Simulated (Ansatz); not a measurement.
## Si2Te4S: rattling a relaxed structure

The cell was found from a proposed guess, not taken from experiment.

The calculation used Ansatz 0.2.0, DFT PBE, scalar-relativistic, plane waves, PAW. Cutoff 420 eV; k points 12×12×2 on the computed 7-atom cell (Γ-centred); Gaussian smearing, width 0.10 eV; no spin polarisation.

The cell below (7 atoms, space group P-3m1 (No. 164)) is relaxed within its symmetry.

```
Si Te S
1.0
     3.85393    0.00000    0.00000
    -1.92697    3.33760    0.00000
     0.00000    0.00000   14.29677
Si Te S
2 4 1
Direct
  0.00000 0.00000 0.26265
  0.00000 0.00000 0.73735
  0.66667 0.33333 0.37164
  0.33333 0.66667 0.13385
  0.66667 0.33333 0.86615
  0.33333 0.66667 0.62836
  0.00000 0.00000 0.00000
```

For the test it was strained at random (σ = 1.5 % a component), the atoms were moved at random (σ = 0.05 Å), and all was relaxed again on a coarse 6×6×2 mesh (in the run’s order of axes) with 0.20 eV smearing, with no symmetry imposed.

No dispersion correction is applied, so the spacing and binding between layers, chains or molecules are poorly described. These runs have no spin–orbit coupling, which can matter for Te.

**Question.** What happens?

**Answer.** It doesn't return. The energy falls by 58 meV/atom on that mesh, the volume changes by 2.8 %, and the end has space group C2/m (No. 12) at a loose tolerance. Relaxed again on a 10×10×4 mesh with 0.10 eV smearing, the new structure lies 59 meV/atom below the first (mesh in the axes of the run's cell; the cell below is made exact in the group named). Space group C2/m (No. 12), monoclinic, a = 6.926 Å, b = 3.848 Å, c = 14.431 Å, β = 98.9°. Around Si lie 6 Te at 2.69–2.84 Å; Te on its first site has 3 Si at 2.69–2.83 Å; around Te on its second site lie 2 S at 2.75 Å and 3 Si at 2.84 Å; S has 4 Te at 2.75 Å.

```
Si Te S
1.0
     3.46285   -1.92377    0.00000
     3.46285    1.92377    0.00000
    -2.24256    0.00000   14.25535
Si Te S
2 4 1
Direct
  0.90104 0.90104 0.25726
  0.09896 0.09896 0.74274
  0.27993 0.27993 0.36503
  0.53466 0.53466 0.13740
  0.46534 0.46534 0.86260
  0.72007 0.72007 0.63497
  0.00000 0.00000 0.00000
```
